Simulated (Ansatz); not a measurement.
**SrCl2**

```
Sr Cl
1.0
     0.00000    3.49975    3.49975
     3.49975    0.00000    3.49975
     3.49975    3.49975    0.00000
Sr Cl
1 2
Direct
  0.00000 0.00000 0.00000
  0.75000 0.75000 0.75000
  0.25000 0.25000 0.25000
```

Atom numbers follow the list: Sr1, Cl2, Cl3.

The cell is the one relaxed in the Materials Project (mp-23209), not relaxed further here; entries there can be hypothetical.

Methods: DFT, PBE, all-electron LAPW, scalar-relativistic (Ansatz 0.2.0); DFT, PBE, PAW with Ansatz's default frozen-core files, scalar-relativistic (Ansatz 0.2.0).

For LAPW: a Γ-centred 6×6×6 k mesh, Fermi–Dirac smearing of 0.02 eV, basis error target 0.5 meV/atom, no spin polarisation. PAW takes a cutoff of 420 eV at this cell. The Ansatz runs share mesh, smearing and spin set-up. Values come from LAPW unless marked.

```yaml
Löwdin_charges_with_0.19_e_of_the_cell_spilling_out_of_the_atomic_basis_so_their_sizes_and_signs_hang_on_that_basis: Sr1 1.64, Cl2 -0.73 e
Band_gap: 5.31 eV, indirect from X (0.5, 0, 0.5) to Γ
Volume_per_atom: 192.8 bohr³
```

(1) Pressure at this cell: what does the calculation give?

(2) Give the computed value. Smallest direct gap on the path.

(3) Predict this quantity. Bader charges (from the PAW run).

Results:

(1) 6.2 kbar.

(2) 5.51 eV.

(3) Sr1 +1.62, Cl2 -0.81 e.
